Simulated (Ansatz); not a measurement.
**Structure map: energy, volume and gap of polymorphs**

Candidates compared on computed values. Relaxing one composition in several structure types shows which are competitive, which pressure would favour, and how volume and gap change with structure.

PdGe2, fluorite or antifluorite type serves as the reference. The reference is the lowest phase computed, which need not be the stable form in nature.

Computed with Ansatz, a plane-wave PAW program. energy: PBE, total energy at 0 K with the change to a 700 eV cutoff added (comparable within one formula alone); volume per atom: PBE, relaxed cell; gap: PBE; bulk modulus: PBE, equation-of-state fit.

Working rules: ΔE = E − E_ref; ΔV = V − V_ref; temperature scale ΔE/k_B = 11.605 K/meV × ΔE.

```
crystal                                          E (eV/atom)  V (Å³/atom)  gap (eV)  B₀ (GPa)  ΔE (meV/atom)  ΔV (Å³/atom)  ΔE/k_B (K)
-----------------------------------------------  -----------  -----------  --------  --------  -------------  ------------  ----------
PdGe2, C49 type, Cmcm                              −5187.686        17.16      0.00      95.1          134.0         −1.54        1600
PdGe2, fluorite or antifluorite type, reference    −5187.820        18.70      0.00      99.5            0.0          0.00           0
PdGe2, Al2Cu type, I4/mcm                          −5187.783        17.31      0.00       101           37.0         −1.39         430
PdGe2, C54 type, Fddd                              −5187.680        17.21      0.00      96.0            140         −1.49        1600
```

Started from generated or typed cells, with no claim that the phase is known: PdGe2, C49 type, Cmcm; PdGe2, fluorite or antifluorite type; PdGe2, Al2Cu type, I4/mcm; PdGe2, C54 type, Fddd. No gap (0.00) means none at this level, which can close a small real gap. Spin–orbit coupling is left out unless named.

For PdGe2, C54 type, Fddd, step by step:

- ΔE = 1000 × (−5187.680 − (−5187.820)) = 140 meV/atom
- ΔV = 17.21 − 18.70 = −1.49 Å³/atom
- ΔE/k_B: 11.605 × 140 = 1600 K

In order of ΔE, lowest first: PdGe2, fluorite or antifluorite type (0.0 ± 5.0), PdGe2, Al2Cu type, I4/mcm (37.0 ± 5.0), PdGe2, C49 type, Cmcm (134.0 ± 5.0) ≈ PdGe2, C54 type, Fddd (140 ± 5.0). The ± follows from allowances picked for this note (energy 0.004 eV/atom, 3 meV/atom on the figure itself), carried to first order and added in quadrature, each row's own inputs moving alone; ≈ joins neighbours closer than their two ± added in quadrature.

Denser than the reference, so favoured by pressure; with fixed volumes the enthalpies cross at P ≈ 0.1602 ΔE/|ΔV|: PdGe2, Al2Cu type, I4/mcm 0.1602 × 37.0/1.39 = 4.3 GPa, PdGe2, C49 type, Cmcm 0.1602 × 134.0/1.54 = 14 GPa, PdGe2, C54 type, Fddd 0.1602 × 140/1.49 = 15 GPa. Each is against the reference alone, so another phase may come first, and differences in compressibility move them.

Vibrational free energy is left out, and phases that were not computed could lie lower. Rows are a sample of the computed phases of this formula. Limits of the draw: a spread of over 30 meV/atom, none over 0.9 eV/atom above the reference, within 8 meV/atom of the lowest or within 3 meV/atom of a neighbour. As a rule kept out of such tables: 4f compounds, open-shell compounds run without a Hubbard term, cells found unstable in the tests at hand, cells close to a higher symmetry, and runs set to a pressure or over 12 % in volume from the crystal's fullest run.
